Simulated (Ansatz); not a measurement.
PbSe (rock salt)

```
PbSe
1.0
    0.00000     3.08901     3.08901
    3.08901     0.00000     3.08901
    3.08901     3.08901     0.00000
Se Pb
1 1
Direct
  0.00000   0.00000   0.00000
  0.50000   0.50000   0.50000
```

Scan: atom 2 (Pb, nearest neighbour Se at 3.089 Å; its periodic images, 4.4 Å or more away, move with it) is displaced along Cartesian [110], direction (0.707, 0.707, 0.000) in Cartesian axes, by s. The other atoms stay.

Level of theory: r2SCAN (plane waves to 500 eV, PAW, scalar-relativistic; Ansatz, an electronic-structure program). k mesh 8×8×8 (Γ-centred), Fermi-Dirac smearing 0.05 eV. Energies are smeared free energies. Stress and pressure are positive under compression. F∥ is the force on the atom along that direction. PbSe was relaxed with its symmetry unable to fall. Spin-orbit coupling is left out, though Pb is heavy. The zero of ΔE is the undisplaced structure.

```tsv
s (Å)	ΔE (eV/cell)	P (GPa)	F∥ (eV/Å)
-0.620	0.308	5.36	1.615
-0.496	0.147	3.40	0.991
-0.372	0.056	1.90	0.507
-0.248	0.015	0.83	0.191
-0.124	0.002	0.20	0.040
0.000	0.000	-0.01	0.000
0.124	0.002	0.20	-0.040
0.248	0.015	0.83	-0.191
0.372	0.056	1.90	-0.507
0.496	0.147	3.40	-0.991
0.620	0.308	5.36	-1.615
```

Read from the data:

```
Quantity                                                                                      Result
------------------------------------  --------------------------------------------------------------
Energy at s = 0.620 Å                                                                   308 meV/cell
Force along the line at s = -0.620 Å                                                       1.62 eV/Å
Symmetry of the curve                                                  even: the same for both signs
Shape of the curve                    a single well with its minimum at or next to zero displacement
```

The 11 points together took very roughly 5 core-minutes.

(A displaced cell: forces are minus the slopes of the energy, force constants its curvatures, and phonons follow from these.)
